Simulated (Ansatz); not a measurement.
The relaxed structure here is a generated cell of P: the first start was made by placing the elements on the sites of a structure type, and the end was not matched to a known phase here, so it may be hypothetical. Known forms of P include space group No. 64.

One stationary structure of P. Computed with PBEsol (plane waves to 420 eV, PAW, scalar-relativistic; Ansatz, a program for electronic structure).

```cif
data_P
_chemical_formula_sum 'P1'
_space_group_name_H-M_alt 'P 1'
_space_group_IT_number 1
_cell_length_a 2.60873
_cell_length_b 2.60873
_cell_length_c 2.60873
_cell_angle_alpha 109.471
_cell_angle_beta 109.471
_cell_angle_gamma 109.471
loop_
_space_group_symop_operation_xyz
  'x, y, z'
loop_
_atom_site_label
_atom_site_type_symbol
_atom_site_fract_x
_atom_site_fract_y
_atom_site_fract_z
_atom_site_occupancy
P1 P 0.00000 0.00000 0.00000 1
```

Task: Find the space group and the Wyckoff positions (tolerance 0.01 Å).

Result: Space group Im-3m (No. 229); a = b = c = 3.0123 Å, α = β = γ = 90.00°

```json
[
 {"atom": "P", "site": "2a", "symmetry": "m-3m", "x": "0.0000", "y": "0.0000", "z": "0.0000"}
]
```

This is the bcc (W type).

Task: Give the shortest distances between elements (the closest pairs, up to four, under 3.6 Å).

Result: P–P 2.61 Å.

```json
{
 "volume_per_atom": "13.67 Å³",
 "density": "3.76 g/cm³",
 "band_gap": "no gap (metallic)"
}
```

No spin polarisation in the result. The relaxed primitive cell holds an odd number of electrons. A magnetic state may lie lower.

The run could not lose the symmetry of its start: the end is stationary, and may be a saddle point rather than a minimum.
